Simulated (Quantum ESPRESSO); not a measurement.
Simulation results for Y2ZrSc2In3 (simulated cell)

Computed with Quantum ESPRESSO 7.5. Calculation on a made-up metal alloy cell, not a measurement: no spin or spin-orbit, unrelaxed, 2900 K smearing, stress positive in tension, cell energy less fitted offsets; periodic Kohn-Sham density functional theory in plane waves with PseudoDojo standard norm-conserving scalar-relativistic pseudopotentials, each functional with its own files (v0.5 for PBE, v0.4.1 for LDA and PBEsol), eight atoms on drawn sites of a strained close-packed or body-centred lattice, each displaced and held fixed; the energy is the cell's free energy, ions and the entropy term -TS included, at the stated Fermi-Dirac width, less a fixed offset for each atom's element (shifted free energy); compositions with an open d shell lost a parallel starting moment in a cheaper test run, and other magnetic orders were not tried; an error bar is the largest change of its kind in a tighter rerun, never given below 0.002 eV, 0.02 GPa or 0.003 eV/angstrom, and covers cutoff and k-mesh only, not smearing or the files.

Common to all runs: lattice type face-centred cubic; functional pbe; cutoff 1061 eV; fermi dirac smearing 0.25 eV; electrons removed 0; run command mpirun -np 4 pw.x -nk 4 -in in; run processor Intel Xeon, 2023 or later, virtual cores; k mesh 5 x 5 x 4 shifted half a step off Gamma on each axis.

Notes on all entries: a spin test at this wide smearing found no moment, but such smearing suppresses magnetism that the real alloy may have; lattice, volume and sites are drawn at random and may be unstable or far from any real phase; energies are for the whole cell, less offsets fitted to these runs, so they are not formation energies; error bars: energy 0.0034 eV, stress 0.097 GPa, force 0.0042 eV/Å, from a tighter rerun of a related cell, whose elements or sites may differ.

(1) 
```cif
# cell vector a (Å): 2.3249 4.5503 2.2917
# cell vector b (Å): 2.2509 -4.5276 2.3204
# cell vector c (Å): 4.5689 0.0513 -4.6052
data_Y2ZrSc2In3
_symmetry_space_group_name_H-M 'P 1'
_symmetry_Int_Tables_number 1
_cell_length_a 5.6002
_cell_length_b 5.5633
_cell_length_c 6.4873
_cell_angle_alpha 91.007
_cell_angle_beta 89.524
_cell_angle_gamma 108.821
_cell_volume 191.28
loop_
_atom_site_label
_atom_site_type_symbol
_atom_site_fract_x
_atom_site_fract_y
_atom_site_fract_z
_atom_site_occupancy
In1 In 0.01543 0.02209 0.00046 1
Sc1 Sc 0.01669 0.98043 0.49558 1
Y1 Y 0.00660 0.48297 0.25473 1
In2 In 0.00539 0.50532 0.72598 1
Y2 Y 0.50845 0.01410 0.24106 1
In3 In 0.50564 0.98236 0.75527 1
Zr1 Zr 0.51665 0.51579 0.98646 1
Sc2 Sc 0.50040 0.48495 0.49682 1
_calc_entropy_term_negative_ts -1.8  # eV
_calc_pressure 4.6  # GPa
_calc_stress_xx -5.04  # GPa
_calc_stress_yy -4.64  # GPa
_calc_stress_zz -4.11  # GPa
_calc_stress_yz -0.51  # GPa
_calc_stress_xz -1.37  # GPa
_calc_stress_xy 1.19  # GPa
_calc_shifted_free_energy -0.925  # eV
```

Atoms:
```csv
atoms element,atom site,atom energy offset (eV)
In,1,-1808.02
Sc,2,-1317.21
Y,3,-1110.52
In,4,-1808.02
Y,5,-1110.52
In,6,-1808.02
Zr,7,-1377.61
Sc,8,-1317.21
```

Forces:
```csv
site,x (eV/Å),y (eV/Å),z (eV/Å)
1,-0.258,0.443,-0.191
2,0.19,-0.571,-0.308
3,-0.208,-0.263,0.967
4,0.308,0.222,-0.686
5,-0.209,0.45,-0.317
6,-0.146,-0.283,0.66
7,-0.261,0.257,0.004
8,0.585,-0.255,-0.129
```

Notes: 14 SCF iterations, 241 s of wall time on a shared machine.

(2) 
```cif
# cell vector a (Å): 2.3249 4.5503 2.2917
# cell vector b (Å): 2.2509 -4.5276 2.3204
# cell vector c (Å): 4.5689 0.0513 -4.6052
data_Y2ZrSc2In3
_symmetry_space_group_name_H-M 'P 1'
_symmetry_Int_Tables_number 1
_cell_length_a 5.6002
_cell_length_b 5.5633
_cell_length_c 6.4873
_cell_angle_alpha 91.007
_cell_angle_beta 89.524
_cell_angle_gamma 108.821
_cell_volume 191.28
loop_
_atom_site_label
_atom_site_type_symbol
_atom_site_fract_x
_atom_site_fract_y
_atom_site_fract_z
_atom_site_occupancy
Sc1 Sc 0.01543 0.02209 0.00046 1
Y1 Y 0.01669 0.98043 0.49558 1
In1 In 0.00660 0.48297 0.25473 1
Zr1 Zr 0.00539 0.50532 0.72598 1
In2 In 0.50845 0.01410 0.24106 1
Y2 Y 0.50564 0.98236 0.75527 1
In3 In 0.51665 0.51579 0.98646 1
Sc2 Sc 0.50040 0.48495 0.49682 1
_calc_entropy_term_negative_ts -1.728  # eV
_calc_pressure 4.77  # GPa
_calc_stress_xx -4.73  # GPa
_calc_stress_yy -4.57  # GPa
_calc_stress_zz -5  # GPa
_calc_stress_yz 0.05022  # GPa
_calc_stress_xz -1.34  # GPa
_calc_stress_xy 0.84  # GPa
_calc_shifted_free_energy -1.064  # eV
```

Atoms:
```csv
atoms element,atom site,atom energy offset (eV)
Sc,1,-1317.21
Y,2,-1110.52
In,3,-1808.02
Zr,4,-1377.61
In,5,-1808.02
Y,6,-1110.52
In,7,-1808.02
Sc,8,-1317.21
```

Forces:
```csv
site,x (eV/Å),y (eV/Å),z (eV/Å)
1,-0.066,0.286,-0.19
2,-0.296,-0.606,0.217
3,-0.19,-0.171,0.488
4,0.416,0.218,-0.862
5,0.06,0.392,-0.27
6,0.264,-0.257,0.539
7,-0.166,0.288,-0.109
8,-0.021,-0.149,0.187
```

Notes: 15 SCF iterations, 282 s of wall time on a shared machine.
